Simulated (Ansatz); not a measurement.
# Cutoff convergence: Cs2LiGdCl6

System: Cs2LiGdCl6, a cell derived from the structure in space group 225 by a strain and random displacements, 10 atoms in the cell.

```
CELL_PARAMETERS angstrom
0.01428 5.44144 5.34523
5.43942 0.03244 5.32708
5.43032 5.41419 0.04153
ATOMIC_POSITIONS crystal
Cs 0.44399 0.67196 0.43474
Cs 0.93677 0.16802 0.93312
Li 0.19320 0.42572 0.16984
Gd 0.70630 0.92335 0.67698
Cl 0.43859 0.17988 0.93572
Cl 0.94830 0.16702 0.44103
Cl 0.93293 0.67588 0.43771
Cl 0.93939 0.67676 0.93758
Cl 0.44770 0.16767 0.43171
Cl 0.44603 0.67678 0.92100
```

Theory: r²SCAN, plane waves, PAW datasets (generated soft set 1) (Ansatz 0.2.0 development build).

k-mesh 2×2×2 Γ-centred; Fermi–Dirac smearing of 0.15 eV; starting moments Gd4 7 μB; no spin–orbit coupling.

| cutoff (eV) | E − E(top) (meV/atom) | pressure at fixed basis (GPa) | corrected pressure (GPa) | rms force change (meV/Å) |
| --- | --- | --- | --- | --- |
| 300 | 21.6 | -2.04 | -1.01 | 4.6 |
| 325 | 7.1 | -1.35 | -1.02 | 1.6 |
| 350 | 2.9 | -1.13 | -1.03 | 0.8 |
| 375 | 1.7 | -1.06 | -1.03 | 0.6 |
| 400 | 1.3 | -1.05 | -1.03 | 0.5 |
| 425 | 1.0 | -1.05 | -1.03 | 0.4 |
| 450 | 0.9 | -1.04 | -1.04 | 0.3 |
| 500 | 0.6 | -1.04 | -1.04 | 0.4 |
| 560 | 0.4 | -1.04 | -1.03 | 0.3 |
| 640 | 0.2 | -1.04 | -1.04 | 0.3 |
| 750 | 0.0 | -1.04 | -1.04 | 0.0 |

Against the 750 eV run, total energies lie within 1 meV/atom from 450 eV on. Forces lie within 20 meV/Å (rms) from 300 eV on. The pressure at a fixed basis moves by -1.00 GPa at 300 eV.

With an open f shell the self-consistent state may not be the lowest one.
